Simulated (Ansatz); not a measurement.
NaTcO₄:
```yaml
crystal:
  lattice:
    - [-2.65210, 2.65210, 5.83110]
    - [2.65210, -2.65210, 5.83110]
    - [2.65210, 2.65210, -5.83110]
  atoms:
    - { symbol: Tc, position: [0.75000, 0.25000, 0.50000] }
    - { symbol: Tc, position: [0.00000, 0.00000, 0.00000] }
    - { symbol: Na, position: [0.25000, 0.75000, 0.50000] }
    - { symbol: Na, position: [0.50000, 0.50000, 0.00000] }
    - { symbol: O, position: [0.53471, 0.39978, 0.60017] }
    - { symbol: O, position: [0.14978, 0.04961, 0.36507] }
    - { symbol: O, position: [0.79961, 0.93454, 0.39983] }
    - { symbol: O, position: [0.68454, 0.78471, 0.63493] }
    - { symbol: O, position: [0.21529, 0.85022, 0.89983] }
    - { symbol: O, position: [0.60022, 0.20039, 0.13493] }
    - { symbol: O, position: [0.95039, 0.31546, 0.10017] }
    - { symbol: O, position: [0.06546, 0.46529, 0.86507] }
```

Plane-wave PAW r²SCAN (Ansatz code) gives a gap of 3.19 eV without spin–orbit coupling, maximum at Γ, minimum at Γ.

What happens when spin–orbit coupling is switched on?

The gap falls by 0.01 eV, to 3.18 eV; maximum at Γ, minimum at Γ.

Give the electron effective mass with spin–orbit coupling.

2.1, 2.1, 6.3 mₑ (principal values).

Give the hole effective mass with spin–orbit coupling.

2.6, 2.6, 3.8 mₑ (principal values).

Space group I4_1/a. The workflow started from an entry of the Crystallography Open Database (COD, 296 K). Its standing as an ambient phase is unchecked. Symmetry was held in the r²SCAN relaxation; whether a distortion lowers the energy is not shown. No spin polarisation was allowed.

Potentials: the later of the program's two PAW sets (Tc and Pm come from another file).
